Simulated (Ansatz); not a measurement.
Values for one crystal, relaxed and computed with the program Ansatz at the PBE level (PAW); other levels are named.

```yaml
volume_per_atom: 11.35 Å³
electronic_character: metallic (no gap)
Elastic constants (relaxed ions, GPa): C11 = 277, C12 = 150, C44 = 111
Bulk modulus (Birch–Murnaghan fit): 192 GPa
Density of states at the Fermi level: 0.99 states/eV per atom (mean over ±0.08 eV)
debye_temperature_from_the_elastic_constants: 488 K
Poisson's ratio: 0.30
```

**Question.** Which of these materials gives this?
A. V, bcc (W type)
B. Fe, bcc (W type)
C. K, bcc (W type)
D. Rb, bcc (W type)

**Answer.** B, Fe, bcc (W type)

Space group Im-3m (bcc (W type)). Symmetry was held in the PBE relaxation. Spin order of the final state: ferromagnetic, chosen from 3 collinear starts compared on coarse meshes (ties went to the first, and starts can fall back to one state), not a proven ground state. Textbook magnetic order: ferromagnetic. As this level gives no gap, shear constants depend on the k-mesh and smearing (Fermi–Dirac, 0.1 eV here).

Potentials: the earlier of the program's two PAW sets.
